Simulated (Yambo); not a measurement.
Yambo run on K2NaScF6 (space group Fm-3m, No. 225). The wavefunctions come from this Quantum ESPRESSO step (PBEsol, PseudoDojo standard norm-conserving files, scalar-relativistic):

```
&CONTROL
  calculation = 'nscf'
  pseudo_dir = './pseudo'
  outdir = './out'
/
&SYSTEM
  ibrav = 0
  nat = 10
  ntyp = 4
  ecutwfc = 88.0
  ecutrho = 352.0
  occupations = 'fixed'
  force_symmorphic = .true.
  nbnd = 307
/
&ELECTRONS
  conv_thr = 1e-08
  diago_full_acc = .true.
  diago_thr_init = 1e-08
/
ATOMIC_SPECIES
F 18.9984 F.upf
Na 22.9898 Na.upf
K 39.0983 K.upf
Sc 44.9559 Sc.upf
CELL_PARAMETERS angstrom
  0.000000000000   4.304855000000   4.304855000000
  4.304855000000   0.000000000000   4.304855000000
  4.304855000000   4.304855000000   0.000000000000
ATOMIC_POSITIONS crystal
F   0.235830000000   0.235830000000   0.764170000000
F   0.764170000000   0.764170000000   0.235830000000
F   0.764170000000   0.235830000000   0.235830000000
F   0.235830000000   0.764170000000   0.764170000000
F   0.235830000000   0.764170000000   0.235830000000
F   0.764170000000   0.235830000000   0.764170000000
Na   0.500000000000   0.500000000000   0.500000000000
K   0.250000000000   0.250000000000   0.250000000000
K   0.750000000000   0.750000000000   0.750000000000
Sc   0.000000000000   0.000000000000   0.000000000000
K_POINTS automatic
2 2 2 0 0 0
```

Yambo input:

```
rim_cut
gw0
dyson
el_el_corr
HF_and_locXC
ppa
em1d
RandQpts= 1000000
RandGvec= 1 Ry
EXXRLvcs= 88 Ry
VXCRLvcs= 352 Ry
Chimod= "HARTREE"
% BndsRnXp
 3 | 304 |
%
NGsBlkXp= 8 Ry
% LongDrXp
 1.0 | 1.0 | 1.0 |
%
PPAPntXp= 27.2114 eV
% GbndRnge
 1 | 304 |
%
GTermKind= "BG"
DysSolver= "n"
ExtendOut
% QPkrange
 1 | 1 | 40 | 41 |
 2 | 2 | 40 | 41 |
%
```

k points by index: 1 = Γ, 2 = L.

The o-*.qp file then holds:

```
#    K-point    Band    Eo [eV]    E [eV]    E-Eo [eV]    Vxc [eV]    Vnlxc [eV]    Sc|Eo [eV]    Sc|E [eV]    dSc/dw|Eo [eV]    Re(Z)    Im(Z)
#
    1    40    0.000000    -2.409431    -2.409431    -22.34886    -30.11162    4.784982    5.353335    -6.418405    0.809143    -0.001217
    1    41    6.647765    7.874133    1.226369    -8.762988    -4.466261    -2.928230    -3.070359    -3.153464    0.896147    -0.612520E-3
    2    40    -0.143507    -2.585189    -2.441682    -22.06100    -29.84925    4.770687    5.346572    -6.417555    0.809164    -0.001251
    2    41    7.086953    10.13976    3.052810    -18.56970    -10.39377    -4.505379    -5.123120    -5.505904    0.831710    -0.001480
```
(The two width columns are left out.) Convergence of these settings isn't established.

Geometry of the Materials Project entry, not relaxed at this level.
